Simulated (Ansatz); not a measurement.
## Relaxation of CrB₂, step by step

Computed with Ansatz (plane waves, PAW, 420 eV cutoff): PBEsol, scalar-relativistic, collinear spin, Γ-centred 14×14×12 mesh, 0.05 eV Gaussian smearing; PAW files: Ansatz's generated set soft_2.

The chain of runs began from a cell as deposited in COD, expanded in volume.

```yaml
crystal:
  lattice:
    - [2.9923373045, 0.0, 0.0]
    - [-1.4961686523, 2.5914401224, 0.0]
    - [0.0, 0.0, 3.0930873501]
  atoms:
    - { symbol: Cr, position: [0.0, 0.0, 0.0], spin: 2.0 }
    - { symbol: B, position: [0.3333333333, 0.6666666667, 0.5] }
    - { symbol: B, position: [0.6666666667, 0.3333333333, 0.5] }
basis:
  ecutwfc: 420
  ecutrho_ratio: 4
kpoints:
  mp_grid: { grid: [14, 14, 12] }
hamiltonian:
  xc: pbesol
scf:
  occupations: { method: gaussian, width: 0.05 }
output:
  forces: true
  stress: true
  eigenvalues: true
  populations: true
magnetization:
  spin_polarized: true
relax:
  f_tol: 0.01
  max_steps: 60
  cell: { stress_tol: 0.04 }
```

Launched as:
```sh
ansatz run input.yaml --threads 4 --pin off --max-ram 7168MiB --backend cpu --events-out ev --progress --plain --runs-dir out
```

Positions (Å) and forces (eV/Å) at the first step:

```xyz
3
Lattice="2.992 0.000 0.000 -1.496 2.591 0.000 0.000 0.000 3.093" Properties=species:S:1:pos:R:3:forces:R:3 pbc="T T T"
Cr    0.000    0.000    0.000    0.000    0.000    0.000
B     0.000    1.728    1.547    0.000    0.000    0.000
B     1.496    0.864    1.547    0.000    0.000    0.000
```

**Question.** Where does the relaxation end?

**Answer.** After 12 further evaluations the energy is 32.9 meV/atom lower and the largest force component 0.000 eV/Å; space group P6/mmm.
```xyz
3
Lattice="2.955 0.000 0.000 -1.477 2.559 0.000 0.000 0.000 2.930" Properties=species:S:1:pos:R:3 pbc="T T T"
Cr    0.000    0.000    0.000
B     0.000    1.706    1.465
B     1.477    0.853    1.465
```

The course:

```tsv
step	E − E(end) (meV/atom)	largest force component (eV/Å)	P (GPa)	a (Å)	b (Å)	c (Å)	accepted
1	32.89	0.000	-16.37	2.992	2.992	3.093	yes
2	6.55	0.000	-8.12	2.969	2.969	3.013	yes
3	-0.16	0.000	1.51	2.935	2.935	2.969	yes
4	-0.43	0.000	-0.05	2.943	2.943	2.967	yes
5	-0.55	0.000	0.10	2.947	2.947	2.955	yes
6	-0.58	0.000	-0.01	2.949	2.949	2.949	yes
7	-0.60	0.000	-0.02	2.951	2.951	2.942	yes
8	-0.61	0.000	0.03	2.955	2.955	2.931	yes
9	-0.61	0.000	0.00	2.954	2.954	2.934	yes
10	0.00	0.000	-0.11	2.954	2.954	2.934	yes
11	-0.01	0.000	0.06	2.954	2.954	2.930	yes
12	-0.01	0.000	0.00	2.955	2.955	2.930	yes
13	0.00	0.000	0.00	2.955	2.955	2.930	yes
```

Late in the path the plane-wave basis is renewed for the changed cell, which shifts energy and pressure at the same geometry (Pulay error), so rows before the renewal hold an offset.

Step 9 in full:

```xyz
3
Lattice="2.954 0.000 0.000 -1.477 2.558 0.000 0.000 0.000 2.934" Properties=species:S:1:pos:R:3:forces:R:3 pbc="T T T"
Cr    0.000    0.000    0.000    0.000    0.000    0.000
B     0.000    1.705    1.467    0.000    0.000    0.000
B     1.477    0.853    1.467    0.000    0.000    0.000
```

It ran for 41 s on 4 threads of Arm Neoverse V1 (shared host), peak memory 0.42 GiB.

No antiparallel order was tried.
